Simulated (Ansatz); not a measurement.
Y2Ti2S2O5:
```
Y2Ti2S2O5
1.0
   -1.88476     1.88476    11.48375
    1.88476    -1.88476    11.48375
    1.88476     1.88476   -11.48375
Y Ti S O
2 2 2 5
Direct
  0.66609   0.66609   0.00000
  0.33391   0.33391   0.00000
  0.92171   0.92171   0.00000
  0.07829   0.07829   0.00000
  0.79532   0.79532   0.00000
  0.20468   0.20468   0.00000
  0.00000   0.00000   0.00000
  0.90088   0.40088   0.50000
  0.09912   0.59912   0.50000
  0.40088   0.90088   0.50000
  0.59912   0.09912   0.50000
```

Relaxed with r²SCAN.

Problem. Map the electron localisation function on the plane through (0.666, 0.666, 0.000) spanned by u = [1, 1, 0] and v = [1, 0, 1] in lattice vectors, from plane-wave PAW r²SCAN (Ansatz code).

Solution. x is the fraction of u, y of v (the angle between them is 90°; rows are the nearest grid lines); atoms in the plane: Y at (0.00, 0.00), Y at (0.67, 0.00), Ti at (0.26, 0.00), Ti at (0.41, 0.00), S at (0.13, 0.00), S at (0.54, 0.00), O at (0.33, 0.00), O at (0.73, 0.50), O at (0.93, 0.50), O at (0.23, 0.50).
```
|3928905817055472234311956849000000000293|
|5918906817165682443332945969000000000195|
|8917948814574891761266944988000000000098|
|9806989701754991760198932996010000001089|
|8604999601313880321199810782341000025148|
|5102899315201760135199600341773000057515|
|1000588148720430388188400003985000178811|
|0000265068950100788365100006996000188930|
|0000022077870001878522000008787000287850|
|0000000085770002848610000008577000284860|
|0000000085770002848610000008577000284860|
|0000022077870001878522000008787000287850|
|0000265068950100788365100006996000188930|
|1000588148720430388188400003985000178811|
|5102899315201760135199600341773000057515|
|8604999601313880321199810782341000025148|
|9806989701754991760198932996010000001089|
|8917948814574891761266944988000000000098|
|5918906817165682443332945969000000000195|
|3928905817055472234311956849000000000293|
```
Scale: ten equal steps from 0.001 (start of '0') to 0.905 (end of '9'), in the order '0123456789'; x runs from 0.000 to 1.00, y from 0.000 (bottom) to 1.00 (top).

The density is the valence pseudo-density with augmentation charge, so density and ELF within about 1 Å of a nucleus are not all-electron values.

Space group I4/mmm. The workflow started from a Materials Project entry (that database holds measured and hypothetical structures alike); the Crystallography Open Database copy checked does not list it. Whether it is the stable phase at ambient conditions was not checked. The r²SCAN relaxation kept the symmetry of its start; whether a distortion lowers the energy is not shown. No spin polarisation was allowed.

Potentials: the later of the program's two PAW sets.
